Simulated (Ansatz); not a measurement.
Geometry optimisation in Ansatz: input, command and trajectory.

```yaml
crystal:
  lattice:
    - [5.8271351399, 0.0, 0.0]
    - [0.0, 6.1905450806, 0.0]
    - [0.0, 0.0, 22.4890375214]
  atoms:
    - { symbol: Ge, position: [0.813230162, 0.4125087131, 0.3334958196] }
    - { symbol: Ge, position: [0.313230162, 0.0874912869, 0.3334958196] }
    - { symbol: Pt, position: [0.0017840212, 0.8069861665, 0.3334958196] }
    - { symbol: Pt, position: [0.5017840212, 0.6930138335, 0.3334958196] }
    - { symbol: Ge, position: [0.186769838, 0.5874912869, 0.4167479098] }
    - { symbol: Ge, position: [0.686769838, 0.9125087131, 0.4167479098] }
    - { symbol: Pt, position: [0.9982159788, 0.1930138335, 0.4167479098] }
    - { symbol: Pt, position: [0.4982159788, 0.3069861665, 0.4167479098] }
    - { symbol: Ge, position: [0.813230162, 0.4125087131, 0.5] }
    - { symbol: Ge, position: [0.313230162, 0.0874912869, 0.5] }
    - { symbol: Pt, position: [0.0017840212, 0.8069861665, 0.5] }
    - { symbol: Pt, position: [0.5017840212, 0.6930138335, 0.5] }
    - { symbol: Ge, position: [0.186769838, 0.5874912869, 0.5832520902] }
    - { symbol: Ge, position: [0.686769838, 0.9125087131, 0.5832520902] }
    - { symbol: Pt, position: [0.9982159788, 0.1930138335, 0.5832520902] }
    - { symbol: Pt, position: [0.4982159788, 0.3069861665, 0.5832520902] }
    - { symbol: Ge, position: [0.813230162, 0.4125087131, 0.6665041804] }
    - { symbol: Ge, position: [0.313230162, 0.0874912869, 0.6665041804] }
    - { symbol: Pt, position: [0.0017840212, 0.8069861665, 0.6665041804] }
    - { symbol: Pt, position: [0.5017840212, 0.6930138335, 0.6665041804] }
basis:
  ecutwfc: 420
kpoints:
  mp_grid: { grid: [6, 6, 1] }
hamiltonian:
  xc: pbe
scf:
  occupations: { method: gaussian, width: 0.1 }
output:
  forces: true
  eigenvalues: true
  write_density: true
  write_potential: true
  elf: true
  volumetric_format: npy
relax:
  adjacent_minimum: "off"
  f_tol: 0.02
  max_steps: 60
efield:
  axis: 3
  dipole_correction: true
  ramp_width: 0.04
```

```bash
ansatz run input.yaml --threads 8 --pin off --max-ram 15360MiB --backend cpu --events-out ev --progress --plain --runs-dir out
```

Level of theory: DFT PBE, scalar-relativistic, plane waves, PAW in Ansatz.

Of 7 frames 5 are shown, positions in Å and forces in eV/Å; the SCF threshold varies from step to step.

```xyz
20
Lattice="5.8271 0.0000 0.0000 0.0000 6.1905 0.0000 0.0000 0.0000 22.4890" Properties=species:S:1:pos:R:3:forces:R:3 pbc="T T T" step=1 free_energy_over_end_meV_per_atom=37.97
Ge    4.7388    2.5537    7.5000    0.1130    0.6150   -0.3010
Ge    1.8252    0.5416    7.5000    0.1130   -0.6150   -0.3010
Pt    0.0104    4.9957    7.5000   -0.1020   -0.5870    1.0780
Pt    2.9240    4.2901    7.5000   -0.1020    0.5870    1.0780
Ge    1.0883    3.6369    9.3723    0.1230    0.2560   -0.7710
Ge    4.0019    5.6489    9.3723    0.1230   -0.2560   -0.7710
Pt    5.8167    1.1949    9.3723   -0.0460    0.0660    0.0000
Pt    2.9032    1.9004    9.3723   -0.0460   -0.0660    0.0000
Ge    4.7388    2.5537   11.2445   -0.0710   -0.0080    0.0000
Ge    1.8252    0.5416   11.2445   -0.0710    0.0080    0.0000
Pt    0.0104    4.9957   11.2445   -0.1030   -0.0510    0.0000
Pt    2.9240    4.2901   11.2445   -0.1030    0.0510    0.0000
Ge    1.0883    3.6369   13.1168    0.1230    0.2560    0.7710
Ge    4.0019    5.6489   13.1168    0.1230   -0.2560    0.7710
Pt    5.8167    1.1949   13.1168   -0.0460    0.0660    0.0000
Pt    2.9032    1.9004   13.1168   -0.0460   -0.0660    0.0000
Ge    4.7388    2.5537   14.9890    0.1130    0.6150    0.3010
Ge    1.8252    0.5416   14.9890    0.1130   -0.6150    0.3010
Pt    0.0104    4.9957   14.9890   -0.1020   -0.5870   -1.0780
Pt    2.9240    4.2901   14.9890   -0.1020    0.5870   -1.0780
20
Lattice="5.8271 0.0000 0.0000 0.0000 6.1905 0.0000 0.0000 0.0000 22.4890" Properties=species:S:1:pos:R:3:forces:R:3 pbc="T T T" step=3 free_energy_over_end_meV_per_atom=0.61
Ge    4.7446    2.6557    7.4564    0.0150    0.0230   -0.0580
Ge    1.8310    0.4395    7.4564    0.0150   -0.0230   -0.0580
Pt   -0.0320    4.9448    7.7327   -0.0840    0.0280   -0.0010
Pt    2.8816    4.3410    7.7327   -0.0840   -0.0280   -0.0010
Ge    1.1249    3.5945    9.3963    0.0010   -0.0090   -0.0390
Ge    4.0385    5.6913    9.3963    0.0010    0.0090   -0.0390
Pt    5.8271    1.2435    9.3429    0.0910    0.0450    0.0230
Pt    2.9136    1.8518    9.3429    0.0910   -0.0450    0.0230
Ge    4.7189    2.5435   11.2445   -0.0280    0.0300    0.0000
Ge    1.8053    0.5518   11.2445   -0.0280   -0.0300    0.0000
Pt    0.0095    4.9726   11.2445   -0.0190    0.0170    0.0000
Pt    2.9231    4.3133   11.2445   -0.0190   -0.0170    0.0000
Ge    1.1249    3.5945   13.0927    0.0010   -0.0090    0.0390
Ge    4.0385    5.6913   13.0927    0.0010    0.0090    0.0390
Pt    5.8271    1.2435   13.1462    0.0910    0.0450   -0.0230
Pt    2.9136    1.8518   13.1462    0.0910   -0.0450   -0.0230
Ge    4.7446    2.6557   15.0326    0.0150    0.0230    0.0580
Ge    1.8310    0.4395   15.0326    0.0150   -0.0230    0.0580
Pt   -0.0320    4.9448   14.7563   -0.0840    0.0280    0.0010
Pt    2.8816    4.3410   14.7563   -0.0840   -0.0280    0.0010
20
Lattice="5.8271 0.0000 0.0000 0.0000 6.1905 0.0000 0.0000 0.0000 22.4890" Properties=species:S:1:pos:R:3:forces:R:3 pbc="T T T" step=4 free_energy_over_end_meV_per_atom=0.16
Ge    4.7461    2.6584    7.4355   -0.0010   -0.0240    0.0080
Ge    1.8325    0.4369    7.4355   -0.0010    0.0240    0.0080
Pt   -0.0505    4.9491    7.7358    0.0010    0.0170    0.0070
Pt    2.8630    4.3367    7.7358    0.0010   -0.0170    0.0070
Ge    1.1191    3.5863    9.3902    0.0350   -0.0140    0.0000
Ge    4.0327    5.6996    9.3902    0.0350    0.0140    0.0000
Pt    5.8605    1.2438    9.3517   -0.0450    0.0420   -0.0350
Pt    2.9469    1.8515    9.3517   -0.0450   -0.0420   -0.0350
Ge    4.7160    2.5528   11.2445    0.0070   -0.0280    0.0000
Ge    1.8024    0.5425   11.2445    0.0070    0.0280    0.0000
Pt   -0.0086    4.9694   11.2445    0.0140   -0.0080    0.0000
Pt    2.9050    4.3164   11.2445    0.0140    0.0080    0.0000
Ge    1.1191    3.5863   13.0988    0.0350   -0.0140    0.0000
Ge    4.0327    5.6996   13.0988    0.0350    0.0140    0.0000
Pt    5.8605    1.2438   13.1373   -0.0450    0.0420    0.0350
Pt    2.9469    1.8515   13.1373   -0.0450   -0.0420    0.0350
Ge    4.7461    2.6584   15.0536   -0.0010   -0.0240   -0.0080
Ge    1.8325    0.4369   15.0536   -0.0010    0.0240   -0.0080
Pt   -0.0505    4.9491   14.7532    0.0010    0.0170   -0.0070
Pt    2.8630    4.3367   14.7532    0.0010   -0.0170   -0.0070
20
Lattice="5.8271 0.0000 0.0000 0.0000 6.1905 0.0000 0.0000 0.0000 22.4890" Properties=species:S:1:pos:R:3:forces:R:3 pbc="T T T" step=5 free_energy_over_end_meV_per_atom=0.06
Ge    4.7452    2.6591    7.4262   -0.0020    0.0090   -0.0050
Ge    1.8316    0.4361    7.4262   -0.0020   -0.0090   -0.0050
Pt   -0.0483    4.9512    7.7317    0.0000   -0.0030    0.0080
Pt    2.8652    4.3346    7.7317    0.0000    0.0030    0.0080
Ge    1.1260    3.5879    9.3869    0.0050    0.0220    0.0010
Ge    4.0396    5.6980    9.3869    0.0050   -0.0220    0.0010
Pt    5.8486    1.2564    9.3339    0.0040   -0.0200    0.0300
Pt    2.9351    1.8389    9.3339    0.0040    0.0200    0.0300
Ge    4.7130    2.5457   11.2445   -0.0080   -0.0160    0.0000
Ge    1.7995    0.5495   11.2445   -0.0080    0.0160    0.0000
Pt    0.0017    4.9610   11.2445   -0.0040    0.0630    0.0000
Pt    2.9153    4.3248   11.2445   -0.0040   -0.0630    0.0000
Ge    1.1260    3.5879   13.1021    0.0050    0.0220   -0.0010
Ge    4.0396    5.6980   13.1021    0.0050   -0.0220   -0.0010
Pt    5.8486    1.2564   13.1552    0.0040   -0.0200   -0.0300
Pt    2.9351    1.8389   13.1552    0.0040    0.0200   -0.0300
Ge    4.7452    2.6591   15.0628   -0.0020    0.0090    0.0050
Ge    1.8316    0.4361   15.0628   -0.0020   -0.0090    0.0050
Pt   -0.0483    4.9512   14.7573    0.0000   -0.0030   -0.0080
Pt    2.8652    4.3346   14.7573    0.0000    0.0030   -0.0080
20
Lattice="5.8271 0.0000 0.0000 0.0000 6.1905 0.0000 0.0000 0.0000 22.4890" Properties=species:S:1:pos:R:3:forces:R:3 pbc="T T T" step=7 free_energy_over_end_meV_per_atom=0.00
Ge    4.7452    2.6591    7.4309    0.0020    0.0010   -0.0010
Ge    1.8316    0.4362    7.4309    0.0020   -0.0010   -0.0010
Pt   -0.0484    4.9511    7.7350   -0.0010    0.0010   -0.0040
Pt    2.8651    4.3347    7.7350   -0.0010   -0.0010   -0.0040
Ge    1.1252    3.5897    9.3901   -0.0020   -0.0010    0.0010
Ge    4.0388    5.6962    9.3901   -0.0020    0.0010    0.0010
Pt    5.8493    1.2533    9.3401    0.0010    0.0070    0.0030
Pt    2.9357    1.8419    9.3401    0.0010   -0.0070    0.0030
Ge    4.7148    2.5450   11.2445   -0.0010    0.0070    0.0000
Ge    1.8013    0.5503   11.2445   -0.0010   -0.0070    0.0000
Pt    0.0005    4.9703   11.2445    0.0010    0.0050    0.0000
Pt    2.9140    4.3155   11.2445    0.0010   -0.0050    0.0000
Ge    1.1252    3.5897   13.0989   -0.0020   -0.0010   -0.0010
Ge    4.0388    5.6962   13.0989   -0.0020    0.0010   -0.0010
Pt    5.8493    1.2533   13.1490    0.0010    0.0070   -0.0030
Pt    2.9357    1.8419   13.1490    0.0010   -0.0070   -0.0030
Ge    4.7452    2.6591   15.0582    0.0020    0.0010    0.0010
Ge    1.8316    0.4362   15.0582    0.0020   -0.0010    0.0010
Pt   -0.0484    4.9511   14.7540   -0.0010    0.0010    0.0040
Pt    2.8651    4.3347   14.7540   -0.0010   -0.0010    0.0040
```

Time: 4.6 min on 8 threads of Arm Neoverse V2, with other jobs on the host, peak memory 6 GiB.

Spin-orbit coupling is left out, which matters for the bands of heavy elements.
